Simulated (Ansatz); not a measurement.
B2W:
```yaml
crystal:
  lattice:
    - [2.92479, 0.00000, 0.00000]
    - [-1.46239, 2.53294, 0.00000]
    - [0.00000, 0.00000, 7.72267]
  atoms:
    - { symbol: W, position: [0.66667, 0.33333, 0.75000] }
    - { symbol: W, position: [0.33333, 0.66667, 0.25000] }
    - { symbol: B, position: [0.66667, 0.33333, 0.45956] }
    - { symbol: B, position: [0.33333, 0.66667, 0.54044] }
    - { symbol: B, position: [0.33333, 0.66667, 0.95956] }
    - { symbol: B, position: [0.66667, 0.33333, 0.04044] }
```

Relaxed with r²SCAN.

Question: Map the electron localisation function on the plane through (0.667, 0.333, 0.750) spanned by u = [0, 0, 1] and v = [1, -1, 0] in lattice vectors, from DFT-r²SCAN in the program Ansatz with PAW potentials.

Answer: x is the fraction of u, y of v (the angle between them is 90°; rows are the nearest grid lines); atoms in the plane: W at (0.00, 0.00), W at (0.50, 0.67), B at (0.71, 0.00), B at (0.79, 0.67), B at (0.21, 0.67), B at (0.29, 0.00).
```
|0278524774000168875445788610004774258720|
|2478524775100268865335688620015774258742|
|7787424787533578753223578753357874247877|
|8774236899988887532222357888899986324778|
|5532357999999875323443235789999997532355|
|2223578889999753356776533579999888753222|
|3357885101478633687447863368741015887533|
|4467873000267534784004874357620003787644|
|4467874000267523785115873257620004787644|
|3457885201477523687667863257741025887543|
|3456776434577522368888632257754346776543|
|4445676555565421236776321245655556765444|
|4445555444444321123333211234444445555444|
|5554433222222222222332222222222223344555|
|6654321110001112345555432111000111234566|
|7665321000000012456776542100000001235667|
|7765321000000012456776542100000001235677|
|6554321100000112456666542110000011234556|
|3321122333333444445555444443333332211233|
|6532123455545566554444556655455543212356|
|8874223676544677654444567764456763224788|
|7787324676312478764334678742136764237877|
|2478524775100268865445688620015774258742|
|0278524774000168875445788610004774258720|
```
Scale: ten equal steps from 0.000 (start of '0') to 0.859 (end of '9'), in the order '0123456789'; x runs from 0.000 to 1.00, y from 0.000 (bottom) to 1.00 (top).

The density is the valence pseudo-density with augmentation charge, so density and ELF within about 1 Å of a nucleus are not all-electron values.

Space group P6_3/mmc. The start of the workflow was typed in or built on a structure type; the Crystallography Open Database files this formula in space group No. 194, but the cells were not matched. Whether it is the stable phase at ambient conditions was not checked. The r²SCAN relaxation kept the symmetry of its start; its stability against distortions is not shown here. No spin polarisation was allowed. Spin–orbit coupling is left out wherever it is not named.

Potentials: the earlier of the program's two PAW sets.
